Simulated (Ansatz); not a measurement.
BeS:
```xyz
2
Lattice="2.9417 0.0000 0.0000 0.0000 2.9417 0.0000 0.0000 0.0000 2.9417" Properties=species:S:1:pos:R:3 pbc="T T T"
Be     0.0000     0.0000     0.0000
S      1.4708     1.4708     1.4708
```

Relaxed with r²SCAN. Special points in fractions of this cell's reciprocal vectors: Γ (0.000, 0.000, 0.000); X (0.000, 0.500, 0.000); M (0.500, 0.500, 0.000); R (0.500, 0.500, 0.500).

Problem. List the band energies nearest the Fermi level at these points for the program Ansatz at the r²SCAN level (PAW).

Solution. In eV from the Fermi level; about four levels below and three above (degenerate sets whole), none deeper than 8.9 eV; … stands for higher levels left out; points with the same levels are listed once.

```csv
k,below,above
Γ,-1.72 -1.72 -1.72,2.15 5.52 5.52
X,–,0.07 0.07 4.16
M,-7.06 -7.06 -1.62,1.13 8.59 8.59
R,-4.59 -4.59 -4.59 -0.28 -0.28 -0.28,…
```

Space group Pm-3m (CsCl type). The cell is a constructed one: a structure type filled with these elements; neither database checked (COD, Materials Project) lists it. COD files the formula under space group No. 216, so this cell is another polymorph or a model. Its standing as an ambient phase is unchecked. Symmetry was held in the r²SCAN relaxation. At this level the phase is dynamically unstable (imaginary phonons).

Potentials: the later of the program's two PAW sets.
